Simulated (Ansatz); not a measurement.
# Electric field gradients in Bi

Computed with DFT PBE, scalar-relativistic, plane waves, PAW (Ansatz). Cutoff 420 eV, 12×12×12 k-points (Γ-centred), Fermi-Dirac smearing of 0.15 eV. No spin polarisation.

The cell, relaxed at this level:
```
CELL_PARAMETERS angstrom
2.29084 1.32262 4.05457
-2.29084 1.32262 4.05457
0.00000 -2.64524 4.05457
ATOMIC_POSITIONS crystal
Bi 0.23391 0.23391 0.23391
Bi 0.76609 0.76609 0.76609
```

In a metal these results depend on the k mesh and the smearing. Spin–orbit coupling is left out, which matters for gradients at heavy nuclei.

Question: Give V_zz (10²¹ V/m²) and the asymmetry η at each distinct site.

Answer:
```tsv
atom	V_zz	η
Bi (atom 1)	-2.59	0.00
```

Cost: 1 run of about 0.37 core-minutes, on Intel Xeon Processor @ 2.50GHz (Skylake/Cascade Lake) (shared hosts).